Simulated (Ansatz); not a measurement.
**Relaxing a structure of MnSi**

The start is a randomly generated symmetric cell of MnSi (space group No. 123). The cell and all atomic positions are relaxed at zero pressure with r2SCAN (plane waves to 500 eV, PAW, scalar-relativistic; Ansatz, an electronic-structure program). The first steps use a coarse 7×7×10 k-mesh.

Starting cell:
```yaml
crystal:
  lattice:
    - [3.56227, 0.00000, 0.00000]
    - [0.00000, 3.56227, 0.00000]
    - [0.00000, 0.00000, 2.34748]
  atoms:
    - { symbol: Mn, position: [0.50000, 0.50000, 0.00000] }
    - { symbol: Si, position: [0.00000, 0.00000, 0.00000] }
```
Spin-polarised start, with parallel moments on Mn.

**Question.** How large is the pressure on the unrelaxed cell, and of which sign?

**Answer.** +8 GPa (positive: the cell is compressed).

**Question.** How much energy is released per atom?

**Answer.** 0.20 eV/atom.

**Question.** How does the volume change?

**Answer.** +4.8 %, from 14.89 to 15.62 Å³/atom.

**Question.** How do the shortest distances between atoms change?

**Answer.** The closest pairs of elements (up to four, under 3.6 Å), start → end: Mn–Mn 2.35 → 2.68 Å; Si–Si 2.35 → 2.68 Å; Mn–Si 2.52 → 2.41 Å.

**Question.** What magnetic moments remain?

**Answer.** Net 1.50 μB/atom, ferromagnetic.

**Question.** Give the final cell and atomic positions.

**Answer.** 
Space group P4/mmm (No. 123); a = b = 3.4133 Å, c = 2.6808 Å, α = β = γ = 90.00°

| atom | site | symmetry | x | y | z |
|---|---|---|---|---|---|
| Mn | 1c | 4/mmm | 0.5000 | 0.5000 | 0.0000 |
| Si | 1a | 4/mmm | 0.0000 | 0.0000 | 0.0000 |

The space group stays P4/mmm (No. 123) (the run could not lower it), with 2 atoms in the primitive magnetic cell. Final values are on a 14×14×17 k-mesh of the relaxed cell. Spin state reached: ferromagnetic (net 1.50 μB/atom), from parallel starting moments; other spin orders were not run from this start. r2SCAN tends to overstate moments in metals.

The run could not lose the symmetry of its start: the end is stationary, and may be a saddle point rather than a minimum.

All atoms sit on sites fixed by symmetry, so only the cell could relax.

The relaxed structure here is a generated cell of MnSi: the first start was made by a random draw of sites in a space group, and the end was not matched to a known phase here, so it may be hypothetical. Known forms of MnSi include space group No. 198.
